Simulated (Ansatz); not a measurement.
Mo2RuSe4:
```xyz
14
Lattice="0.5202 0.2907 -6.7890 0.4696 -6.6937 0.0000 -6.7057 0.0000 0.0000" Properties=species:S:1:pos:R:3 pbc="T T T"
Mo    -4.5949    -2.8996    -4.0102
Mo    -1.1210    -3.5035    -2.7788
Mo    -3.3289    -4.9731    -3.0409
Mo    -2.3870    -1.4300    -3.7481
Ru    -2.3413    -3.7229    -5.1724
Ru    -3.3745    -2.6801    -1.6166
Se    -4.4322    -5.0421    -5.3183
Se    -1.2837    -1.3610    -1.4707
Se    -3.5782    -1.6522    -5.9917
Se    -2.1377    -4.7509    -0.7973
Se    -5.4023    -4.1144    -1.8447
Se    -0.3136    -2.2886    -4.9443
Se    -1.0780    -5.6367    -4.2019
Se    -4.6379    -0.7664    -2.5871
```

Relaxed with r²SCAN.

Problem. Give the Bader charges and basin volumes of the independent atoms, plane-wave PAW r²SCAN (Ansatz code).

Solution. 

```csv
atom,Bader charge (e),Bader volume (Å³)
Mo1,+1.01,13.5
Mo3,+1.01,13.5
Ru5,+0.21,14.5
Se7,-0.49,30.2
Se9,-0.54,26.9
Se11,-0.60,26.9
Se13,-0.61,27.0
```

Space group P-1. The workflow started from a Materials Project entry (that database holds measured and hypothetical structures alike); the Crystallography Open Database copy checked does not list it. Entries of such low symmetry are often ordered models of mixed-site phases. Whether it is the stable phase at ambient conditions was not checked. The r²SCAN relaxation kept the symmetry of its start; whether a distortion lowers the energy is not shown. The run is not spin-polarised.

Potentials: the later of the program's two PAW sets.
